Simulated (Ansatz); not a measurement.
According to DFT-PBE in the program Ansatz with PAW potentials, MoPd in the CsCl type structure (Pm-3m) relaxes to a = 3.159 Å. Against the elements it lies at 0.47 eV/atom, with no fitted shifts.

Electronic character: metallic (no gap). Gap from PBE with spin–orbit coupling: none (metallic).

The bulk modulus is 212 GPa.

The start of the workflow was typed in or built on a structure type; neither database checked (COD, Materials Project) lists it. Whether it is the stable phase at ambient conditions was not checked. The cell was relaxed with PBE under the symmetry of its start; its stability against distortions is not shown here. No spin polarisation was allowed. Its formation energy is positive at this level, so the cell may be metastable or incomplete. The references are the lowest solids computed at this level, not always the standard phases. Scalar-relativistic: spin–orbit coupling is off unless named, which matters more the heavier the elements.

Potentials: the later of the program's two PAW sets.
